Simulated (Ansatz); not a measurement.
A relaxed cell of AsP2 is given with its symmetry left out. The cell was found from a structure generator's guess, not taken from experiment.

Theory: DFT PBE, scalar-relativistic, plane waves, PAW (Ansatz 0.2.0). Cutoff 420 eV, Γ-centred mesh, Gaussian smearing, no spin polarisation.

```cif
data_structure
_symmetry_space_group_name_H-M 'P 1'
_symmetry_Int_Tables_number 1
_cell_length_a 6.5817
_cell_length_b 6.5817
_cell_length_c 2.5951
_cell_angle_alpha 90.000
_cell_angle_beta 90.000
_cell_angle_gamma 90.000
_cell_volume 112.42
loop_
_atom_site_label
_atom_site_type_symbol
_atom_site_fract_x
_atom_site_fract_y
_atom_site_fract_z
_atom_site_occupancy
P1 P 0.88175 0.61825 0.00000 1
P2 P 0.11825 0.38175 0.00000 1
P3 P 0.61825 0.11825 0.00000 1
P4 P 0.38175 0.88175 0.00000 1
As1 As 0.50000 0.50000 0.00000 1
As2 As 0.00000 0.00000 0.00000 1
```

Energies over the elements count from the elements' standard structures at the same level, with no fitted energy shifts. The references include black phosphorus.

(1) Find its symmetry and describe it.

(2) What is its formation energy per atom?

(3) Is it a metal?

(4) From what recipe could a structure generator have reached it?

## Answers

(1) P4/mbm (No. 127). Conventional cell: a = 6.582 Å, c = 2.595 Å. Around P lie 1 P at 2.20 Å, 2 P at 2.60 Å and 2 As at 2.63 Å; around As lie 2 As at 2.60 Å and 4 P at 2.63 Å.

(2) +0.22 eV/atom. It can't be a ground state, since the elements alone are lower.

(3) Yes, bands cross the Fermi level on the 6×6×14 mesh.

(4) One such recipe: 5-, 6-connected net, elements by coordination (P4/mbm, No. 127). Other recipes can lead to the same cell.

The last run used a 6×6×14 mesh (in the run's order of axes) for its 6-atom cell and Gaussian smearing of 0.10 eV. The reference forms of As and P are held partly by dispersion forces, which this level lacks. A structure relaxed within its symmetry needn't be a true minimum.
